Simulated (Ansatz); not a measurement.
The start is a relaxed AlPt cell with every coordinate shifted by Gaussian noise of σ = 0.3 Å. Cell shape, volume and atoms are optimised at zero target pressure with PBEsol (plane waves to 420 eV, PAW, scalar-relativistic; Ansatz, a program for electronic structure). First-step values are on the input's coarse k-mesh.

Ansatz input (later rounds restart from its end on a renewed k-mesh):
Ansatz 0.2 input:
```yaml
crystal:
  lattice:
    - [4.8683621765, 0, 0]
    - [0, 4.8683621765, 0]
    - [0, 0, 4.8683621765]
  atoms:
    - { symbol: Al, position: [0.7995797717, 0.9230425391, 0.9330746595] }
    - { symbol: Al, position: [0.6937109316, 0.1092239845, 0.2511790762] }
    - { symbol: Al, position: [0.3532048063, 0.6492284116, 0.1086842254] }
    - { symbol: Al, position: [0.0526916105, 0.386934638, 0.8170298925] }
    - { symbol: Pt, position: [0.0919168874, 0.2134339202, 0.2159641737] }
    - { symbol: Pt, position: [0.2950946532, 0.8096641093, 0.7431044524] }
    - { symbol: Pt, position: [0.6932320977, 0.2648345594, 0.8191198632] }
    - { symbol: Pt, position: [0.8297184996, 0.7121730252, 0.307474624] }
basis: { ecutwfc: 420, ecutrho_ratio: 4, xc_grid: 2, fft_grid_basis: typed }
kpoints: { mp_grid: { grid: [7, 7, 7] } }
hamiltonian:
  xc: pbesol
  dispersion: none
  pseudopotentials: { kind: paw }
scf: { occupations: { method: fermi_dirac, width: 0.05 } }
relax: { f_tol: 0.01, max_steps: 100, cell: { stress_tol: 0.02 } }
output: { forces: true, stress: true }
```

- Energy released: about 2.5 eV/atom
- Shortest distances (start → end): The closest pairs of elements (up to four, under 3.6 Å), start → end: Al–Pt 1.83 → 2.60 Å; Al–Al 1.87 → 3.01 Å; Pt–Pt 2.75 → 3.01 Å
- Optimiser moves: 6

It ends as:

Space group P2₁3 (No. 198); a = 4.8685 Å, b = 4.8685 Å, c = 4.8685 Å, α = 90.00°, β = 90.00°, γ = 90.00°

```
atom  site  symmetry       x       y       z
----  ----  --------  ------  ------  ------
Al      4a       .3.  0.8442  0.8442  0.8442
Pt      4a       .3.  0.1540  0.1540  0.1540
```

Final values are on a 10×10×10 k-mesh of the relaxed cell. The start holds a very short contact (Pt–Al 1.83 Å). No spin polarisation in the result.

The cell that was disturbed is our relaxation of an entry of Materials Project.
